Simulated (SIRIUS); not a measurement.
Input and output of a self-consistent single point for Zn3CdS4 (P-42m, 8 atoms in the cell; from Materials Project mp-981379, changed as shown) (SIRIUS).

All values come from this method and carry its errors: LDA (PW92), GBRV LDA ultrasoft pseudopotentials (plane waves; SIRIUS).

The change in words: lattice vector c scaled by 0.98. Reference geometry (P-43m):
```
CELL_PARAMETERS angstrom
      5.51101     0.00000     0.00000
      0.00000     5.51101     0.00000
      0.00000     0.00000     5.51101
ATOMIC_POSITIONS crystal
  Zn 0.00000 0.50000 0.50000
  Zn 0.50000 0.00000 0.50000
  Zn 0.50000 0.50000 0.00000
  Cd 0.00000 0.00000 0.00000
  S  0.26268 0.26268 0.26268
  S  0.26268 0.73732 0.73732
  S  0.73732 0.73732 0.26268
  S  0.73732 0.26268 0.73732
```

Reference input (self-consistent single point, DFT, LDA (PW92), plane waves, GBRV LDA ultrasoft pseudopotentials): parameters.ngridk = 4 4 4; parameters.xc_functionals = [XC_LDA_X, XC_LDA_C_PW]; parameters.gk_cutoff = 6.325 1/bohr; parameters.pw_cutoff = 14.143 1/bohr; parameters.smearing = gaussian; parameters.smearing_width = 0.0001 Ha; potentials = GBRV LDA ultrasoft pseudopotentials; parameters.electronic_structure_method = pseudopotential; parameters.num_bands = 58; parameters.num_mag_dims = 0; parameters.num_dft_iter = 100; parameters.energy_tol = 1e-07 Ha. This run's input differs from it in these lines:

```diff
@@ -34,3 +34,3 @@
       [0.0, 0.9999999587, 0.0],
-      [0.0, 0.0, 0.9999999587]
+      [0.0, 0.0, 0.9799999958]
     ],
@@ -46,4 +46,4 @@
       "Zn": [
-        [0.0, 2.755505, 2.755505],
-        [2.755505, 0.0, 2.755505],
+        [0.0, 2.755505, 2.700395],
+        [2.755505, 0.0, 2.700395],
         [2.755505, 2.755505, 0.0]
@@ -54,6 +54,6 @@
       "S": [
-        [1.4476321068, 1.4476321068, 1.4476321068],
-        [1.4476321068, 4.0633778932, 4.0633778932],
-        [4.0633778932, 4.0633778932, 1.4476321068],
-        [4.0633778932, 1.4476321068, 4.0633778932]
+        [1.4476321068, 1.4476321068, 1.4186795172],
+        [1.4476321068, 4.0633778932, 3.9821104828],
+        [4.0633778932, 4.0633778932, 1.4186795172],
+        [4.0633778932, 1.4476321068, 3.9821104828]
       ]
```

Log, with long lists cut:

```
[find] density tolerance         : 1e-06
[find] total energy tolerance    : 1e-07
[find] iter_solver_tol (initial) : 0.01
[find] iter_solver_tol (target)  : 1e-13
[find] num_dft_iter              : 100
Charges and magnetic moments
--------------------------------------------------------------------------------
total charge          : 96.000000
[find] | SCF iteration   0 out of 100|
[diagonalize] iterative solver tolerance (occupied, empty): 0.01 0.01
[diagonalize] average number of iterations: 2.83333
[find] Charges and magnetic moments
[find] total charge          : 96.000000
[find] Energy
   [... lines left out ...]

[find] Charges and magnetic moments
[find] total charge          : 96.000000
[find] Energy
[find] smearing (-TS)                 :       0.00000000
[find] Total energy                   :    -797.54400901 (Ha),   -1595.08801802 (Ry)
[find] Free energy (E-TS)             :    -797.54400901 (Ha),   -1595.08801802 (Ry)
[find] band gap (eV)                  :       1.54483084
[find] Efermi                         :       0.28806861
[find] iteration : 33, RMS (target) : 9.3707e-07 (1.0000e-06) , energy difference (target) : -2.2965e-11 (1.0000e-07)
[find] bands are converged : true
[find] iterative solver converged : false
[find] converged after 34 SCF iterations!
[find] Charges and magnetic moments
[find] total charge          : 96.000000
[find] Energy
[find] smearing (-TS)                 :       0.00000000
[find] Total energy                   :    -797.54400901 (Ha),   -1595.08801802 (Ry)
[find] Free energy (E-TS)             :    -797.54400901 (Ha),   -1595.08801802 (Ry)
[find] band gap (eV)                  :       1.54483084
[find] Efermi                         :       0.28806861
[ground_state] === stress tensor components [kbar] ===
[ground_state] === stress_total ===
[ground_state]    27.684447    0.000000    0.000000
[ground_state]     0.000000   27.684447    0.000000
[ground_state]     0.000000    0.000000   20.177177
[ground_state] ==== total Forces in Ha/bohr =====
   [... lines left out ...]
[ground_state] atom:    3, force:      -0.0000000      0.0000000      0.0000000
[ground_state] atom:    4, force:      -0.0003866     -0.0003866     -0.0002179
[ground_state] atom:    5, force:      -0.0003866      0.0003866      0.0002179
[ground_state] atom:    6, force:       0.0003866      0.0003866     -0.0002179
[ground_state] atom:    7, force:       0.0003866     -0.0003866      0.0002179
```

The run converged in 34 iterations. SIRIUS prints the stress tensor with tension positive. Against the reference run the free energy goes down by 7.5 meV/atom, the pressure goes from -3.85 to -2.52 GPa, the largest force goes from 0.043 to 0.030 eV/Å and the gap on the mesh goes from 1.514 to 1.545 eV.

The structure comes from a collection of computed structures, made at another level of theory; the collection holds predicted forms beside known ones.

Cost on one core: roughly 6 core-minutes.

The gap that the log prints is read on the run's mesh, which can miss the band edges or a crossing.
